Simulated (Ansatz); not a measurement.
**Telling polymorphs of MgTi₂Tl₂P₂S₁₀ apart by ²⁵Mg**

Computed with Ansatz: DFT, r2SCAN, plane waves and PAW, scalar-relativistic, 500 eV cutoff. Q(²⁵Mg) = 199.4 mb, I = 5/2. The cells come from the Materials Project (computed, not necessarily observed phases), with the atoms as given. Forces reach 0.3 eV/Å in them. Spin–orbit coupling is left out, which moves gradients at and beside heavy atoms (Tl) by some per cent and at some sites by far more.

(1) A calculated ²⁵Mg parameter set reads: |C_Q| = 14.6 MHz, η = 0.17. Which structure does it belong to?
A. P-1, 17 atoms in the cell run; Mg site: 6 S at 2.54–2.87 Å
B. P1, 17 atoms in the cell run; Mg site: 4 S at 2.44–2.54 Å

## Answers

(1) A. MgTi2Tl2P2S10 in P-1 gives |C_Q| = 14.6 MHz, η = 0.17; there Mg has 6 S at 2.54–2.87 Å. MgTi2Tl2P2S10 in P1 gives |C_Q| = 10.5 MHz, η = 0.62; there Mg has 4 S at 2.44–2.54 Å.

In MgTi2Tl2P2S10 (P-1), MgTi2Tl2P2S10 (P1) small gradients can still move by 0.1 × 10²¹ V/m² or more with the k-mesh.

The crystals are a selection from a larger pool of database entries, not a random sample of it.
